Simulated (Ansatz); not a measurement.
# YIn: stationary points along a deformation path

Computed with DFT r2SCAN, scalar-relativistic, plane waves, PAW (Ansatz). Cutoff 500 eV, Γ-centred 14×14×14 k-points, Gaussian smearing of 0.15 eV. No spin polarisation. Energies are free energies at this smearing, counted from the undisturbed cell; pressure is positive in compression.

The undisturbed cell (as given, not relaxed at this level; it stands at -2.4 GPa, and it needn't be the usual structure):

```yaml
crystal:
  lattice:
    - [3.81000, 0.00000, 0.00000]
    - [0.00000, 3.81000, 0.00000]
    - [0.00000, 0.00000, 3.81000]
  atoms:
    - { symbol: Y, position: [0.50000, 0.50000, 0.50000] }
    - { symbol: In, position: [0.00000, 0.00000, 0.00000] }
```

At fixed volume and fractional coordinates, lengths along (0.000, 0.000, 1.000) are scaled against those across it; ρ is that ratio over its starting value. V = 27.653 Å³/atom. Δσ is the stress along the axis less the mean stress across it (compression positive).

```csv
ρ,ΔE (meV/atom),Δσ (GPa),space group
0.650,351.0,18.22,P4/mmm
0.707,202.9,12.64,P4/mmm
0.780,95.7,7.76,P4/mmm
0.850,35.4,4.41,P4/mmm
0.920,7.5,1.83,P4/mmm
0.960,1.4,0.70,P4/mmm
1.000,0.0,0.00,Pm-3m
1.050,1.1,-0.39,P4/mmm
1.100,2.3,0.16,P4/mmm
1.200,-1.3,0.09,P4/mmm
1.300,4.6,-1.70,P4/mmm
1.414,36.8,-5.11,P4/mmm
1.500,82.9,-8.39,P4/mmm
```

Task: How does the stress give the slope of the energy, and where is the energy stationary?

Result: Along the path d ln(length) is 2/3 d ln ρ on the axis and −1/3 d ln ρ across it, so dE/d ln ρ = −(2/3) V Δσ: the energy falls with ρ where Δσ is positive. Δσ vanishes or changes sign at ρ = 1.000 (Pm-3m), a minimum at 0.0 meV/atom; between ρ = 1.050 and 1.100, a maximum (near 1.09 by linear interpolation); between ρ = 1.200 and 1.300, a minimum (near 1.20 by linear interpolation). Pairs of stationary points between two samples would go unseen, and could change a minimum read from distant neighbours into a maximum. At ρ = 1.000 the cell is cubic, where symmetry alone makes the stress isotropic and the slope zero.

Task: Which shear constant sets the curvature at ρ = 1?

Result: For a cubic crystal E/V = (2/3) C (ln ρ)² with C = C′ = (C11 − C12)/2, so Δσ = −2C ln ρ. The parabola of Δσ against ln ρ through ρ = 0.960, 1 and 1.050 gives C ≈ 6.5 GPa with the ions clamped, rough because the steps are large. It is the stress–strain coefficient at this cell's pressure of -2.4 GPa, not the zero-pressure constant.

Task: Integrate that slope from ρ = 1 to 0.850 by the trapezoid rule.

Result: With V/N in Å³ and 1 eV/Å³ = 160.2 GPa the slopes at ρ = 1.000, 0.960, 0.920, 0.850 are 0, -80, -211, -507 meV/atom per unit of ln ρ. The steps add 1.6 + 6.2 + 28.4 = 36.2 meV/atom, against 35.4 from the energies; the trapezoid rule misses the curvature of the slope within each step.

Task: Is the start the lowest point of the path?

Result: No: ρ = 1.200 lies 1.3 meV/atom lower, behind a rise of at least 2.3 meV/atom. Volume and inner coordinates are held, so a relaxed structure there would lie lower still.

In a metal these slopes depend on the k mesh and the smearing.